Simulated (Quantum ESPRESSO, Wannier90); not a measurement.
**CuI (P4/nmm), plane waves to Wannier functions**

```
CELL_PARAMETERS angstrom
      4.09020     0.00000     0.00000
      0.00000     4.09020     0.00000
      0.00000     0.00000     6.55146
ATOMIC_POSITIONS crystal
  Cu 0.50000 0.50000 0.00000
  Cu 0.00000 0.00000 0.00000
  I  0.50000 0.00000 0.25697
  I  0.00000 0.50000 0.74303
```

Materials Project entry mp-22863; symmetrised, unrelaxed at this level. Not found in the COD (Crystallography Open Database) copy used, which has the formula in other groups; not checked further. Method: PBEsol plane waves in Quantum ESPRESSO 7.5 (PseudoDojo norm-conserving files, 74 Ry, no spin polarisation, no spin-orbit coupling), Bloch states on a 4×4×4 mesh through Γ, Wannier90 4.0.1. Density: 8×8×6 mesh, cold smearing 0.01 Ry. A non-magnetic state is assumed, with no Hubbard U; filled 3d bands tend to lie too high at this level. The cell is built of weakly bound layers, chains or molecules, whose nearest atoms lie 4.30 Å apart. Database cells relaxed without dispersion often hold them too far apart, which can enlarge gaps and weakens couplings between them; spacing and stacking were not compared with the measured crystal. Spin-orbit coupling is left out although heavy elements are present.

Functional, cutoff and mesh named above are those of the base row (4×4×4); the first column says what each row takes instead. Model: 18 functions from bands 9-26, start SCDM (isolated) (the valence bands). Energies are relative to the valence-band maximum; the misfit is to pw.x on a path, for all bands of the set. Only the mesh of Bloch states changes. Ω_total can sit in another minimum from row to row; Ω_I of an isolated set cannot. A star marks runs that hit the step limit.

Problem. Among the meshes 2×2×2, 3×3×3, 4×4×4, 5×5×5, which is the coarsest that interpolates to 20 meV rms?

Solution. 4×4×4.

| mesh | Ω_I (Å²) | Ω_total (Å²) | rms misfit (meV) | k-points (cost) | rough cost of nscf and overlaps (first row = 1) |
|---|---|---|---|---|---|
| 2×2×2 | 14.30 | 17.37* | 66 | 8 | 1.0 |
| 3×3×3 | 16.00 | 19.14* | 49 | 27 | 2.4 |
| 4×4×4 | 16.88 | 20.07* | 8.2 | 64 | 4 |
| 5×5×5 | 17.38 | 20.57 | 8.6 | 125 | 7 |

Ω_I still rises with the mesh: the finite-difference spreads converge slowly and from below.
